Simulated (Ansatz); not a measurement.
Hf (hcp, Mg type)

```xyz
2
Lattice="3.1979 0.0000 0.0000 -1.5990 2.7695 0.0000 0.0000 0.0000 5.0473" Properties=species:S:1:pos:R:3 pbc="T T T"
Hf     0.0000     1.8463     3.7855
Hf     1.5990     0.9232     1.2618
```

Grid over V/V₀ and (c/a)/(c/a)₀, subscript 0 meaning the relaxed cell; the conventional c axis lies along z; no internal relaxation.

All values below come from r2SCAN (plane waves to 500 eV, PAW, scalar-relativistic; Ansatz, a first-principles code). k mesh 17×17×9 (Γ-centred), Fermi-Dirac smearing 0.05 eV. Compression counts positive. With partly filled bands, the response to shear is sensitive to the k mesh, so small differences along c/a are uncertain. Hf is run without spin polarisation. Hf was relaxed with its symmetry unable to fall. Spin-orbit coupling is left out, though Hf is heavy.

At one point of the scan the stress tensor (GPa) is:

```
    1.3      0.0      0.0
    0.0      1.3      0.0
    0.0      0.0      7.1
```

Task: Which point is it?
A. V/V₀ = 1.000, (c/a)/(c/a)₀ = 0.880
B. V/V₀ = 1.013, (c/a)/(c/a)₀ = 0.920
C. V/V₀ = 0.973, (c/a)/(c/a)₀ = 0.960
D. V/V₀ = 1.013, (c/a)/(c/a)₀ = 0.880

Result: C, V/V₀ = 0.973, (c/a)/(c/a)₀ = 0.960

(Under strain, the slope of the energy per volume gives the stress and its curvature an elastic modulus.)
